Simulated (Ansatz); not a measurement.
**Equation of state of ScIr2**

A database entry relaxed whole under r2SCAN (Fd-3m):

```yaml
crystal:
  lattice:
    - [0.00000, 3.68086, 3.68086]
    - [3.68086, 0.00000, 3.68086]
    - [3.68086, 3.68086, 0.00000]
  atoms:
    - { symbol: Sc, position: [0.00000, 0.00000, 0.00000] }
    - { symbol: Sc, position: [0.25000, 0.25000, 0.25000] }
    - { symbol: Ir, position: [0.62500, 0.62500, 0.62500] }
    - { symbol: Ir, position: [0.12500, 0.62500, 0.62500] }
    - { symbol: Ir, position: [0.62500, 0.62500, 0.12500] }
    - { symbol: Ir, position: [0.62500, 0.12500, 0.62500] }
```

The cell was scaled uniformly, its shape held, and the atoms relaxed at each volume with plane-wave PAW DFT (Ansatz 0.2.0; r2SCAN, 500 eV, 8×8×8 Γ-centred mesh, fermi-dirac occupations of width 0.100 eV; no spin, no spin-orbit coupling). One row is withheld.

| volume (Å³/atom) | energy over the lowest (meV/atom) | pressure (GPa) |
| --- | --- | --- |
| 15.626 | 48.4 | 16.75 |
| 15.959 | ? | ? |
| 16.291 | 4.8 | 4.95 |
| 16.624 | 0.0 | -0.02 |
| 16.956 | 5.0 | -4.47 |
| 17.289 | 18.8 | -8.44 |
| 17.621 | 40.3 | -11.98 |

Fit the pressures of the other rows to the third-order Birch-Murnaghan form.

With f = [(V₀/V)^(2/3) − 1]/2 and P = 3B₀f(1 + 2f)^(5/2)[1 + 3(B₀′ − 4)f/2], least squares gives V₀ = 16.62 Å³ an atom, B₀ = 235 GPa and B₀′ = 4.6; the rows miss the fit by less than 0.01 GPa. The slope of the energies differs from these pressures by 0.14 GPa, since they are taken to zero smearing while pressures follow the free energy.

What does the withheld row hold?

The fit gives 10.52 GPa at 15.959 Å³; the run gave 10.52 GPa and 20.4 meV an atom.

Caveats: the shape of the cell was held; 0 K, fixed nuclei; the symmetry was kept, and this need not be the phase that is stable at 0 K; one mesh for all volumes; pressure is positive in compression.
